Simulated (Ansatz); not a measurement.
The cell of ZrC2 is invented: ordered vacancies on the cation sites of nickel arsenide (P-3m1, No. 164) (occupants of the shared sites, in ratio, Zr: 1, vacant: 1). The dimensions are guesses.

```cif
data_structure
_symmetry_space_group_name_H-M 'P-3m1'
_symmetry_Int_Tables_number 164
_cell_length_a 3.3755
_cell_length_b 3.3755
_cell_length_c 5.2321
_cell_angle_alpha 90.000
_cell_angle_beta 90.000
_cell_angle_gamma 120.000
_cell_volume 51.63
loop_
_atom_site_label
_atom_site_type_symbol
_atom_site_symmetry_multiplicity
_atom_site_Wyckoff_symbol
_atom_site_fract_x
_atom_site_fract_y
_atom_site_fract_z
_atom_site_occupancy
Zr1 Zr 1 a 0.00000 0.00000 0.00000 1
C1 C 2 d 0.33333 0.66667 0.25000 1
```

The calculation used Ansatz, DFT PBE, scalar-relativistic, plane waves, PAW. Cutoff 420 eV, Gaussian smearing, Γ-centred meshes. Cell and atoms relax first on a coarse mesh and then on a finer one. In between, the cell is made exact in the group found at 0.06 Å. In metals the finer mesh still leaves noise of several meV/atom or more. The steps can't lower the symmetry of their start. No spin polarisation in the relaxation; trial moments died out in a coarse test.

A guess keeps its type if space group and coordination stay and the shape of the cell changes little (axis ratios within about 15 %, angles within 6°); the volume may change.

**Question.** Will the relaxed cell still be of the starting type?

**Answer.** It doesn't keep its type. The symmetry goes from P-3m1 (No. 164) to P6/mmm (No. 191). The end has the AlB2 type. The volume per atom shrinks by 43.1 %, from 17.2 to 9.8 Å³. The shortest distance goes from 2.35 Å (Zr–C) to 1.85 Å (C–C). Counting neighbours within 15 % of an atom's shortest distance, the start has C 3, Zr 6 and the end C 3, Zr 12. In detail, at the end around Zr lie 12 C at 2.48 Å and 8 Zr at 3.21–3.29 Å; around C lie 3 C at 1.85 Å and 6 Zr at 2.48 Å.

```yaml
crystal:
  lattice:
    - [3.20945, 0.00000, 0.00000]
    - [-1.60472, 2.77946, 0.00000]
    - [0.00000, 0.00000, 3.29373]
  atoms:
    - { symbol: Zr, position: [0.00000, 0.00000, 0.00000] }
    - { symbol: C, position: [0.33333, 0.66667, 0.50000] }
    - { symbol: C, position: [0.66667, 0.33333, 0.50000] }
```

The last run used an 18×18×14 mesh (in the run's order of axes) for its 3-atom cell and Gaussian smearing of 0.10 eV. A later test with randomly moved atoms led to a structure 571 meV/atom lower, so this end is a saddle point or a shallow minimum.
